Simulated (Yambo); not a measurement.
```xyz
10
Lattice="0.0000 4.4965 4.4965 4.4965 0.0000 4.4965 4.4965 4.4965 0.0000" Properties=species:S:1:pos:R:3 pbc="T T T"
F      2.0554     4.4965     4.4965
F      6.9375     4.4965     4.4965
F      4.4965     2.0554     4.4965
F      4.4965     6.9375     4.4965
F      4.4965     4.4965     2.0554
F      4.4965     4.4965     6.9375
Na     4.4965     4.4965     4.4965
Sc     0.0000     0.0000     0.0000
Cs     6.7447     6.7447     6.7447
Cs     2.2482     2.2482     2.2482
```

Workflow: LDA (pw.x of Quantum ESPRESSO, ONCV potentials, scalar-relativistic), then G0W0 in Yambo (2×2×2 Γ-centred k mesh, bands 3 to 342 and a 8 Ry block in the screening, 342 bands in G with the Bruneval-Gonze terminator, plasmon pole fitted at 27.2 eV).

Task: Give the LDA and G0W0 gaps between the band edges found on this mesh, and say where the edges lie.

Result: Edges: Γ → Γ. LDA: 6.79 eV; G0W0: 11.80 eV. Nearest settings tried, and what they do to the gap: 264 bands in W, 264 bands in G: +24 meV; 6 Ry block (331 vectors against 531): +69 meV; 1×1×1 mesh: -147 meV. So the settings aren't converged at that level. The k mesh is coarse. 

Geometry of the Materials Project entry, not relaxed at this level.

The structure is a Materials Project entry; no match was found in the copy of COD used, and its stability was not checked.
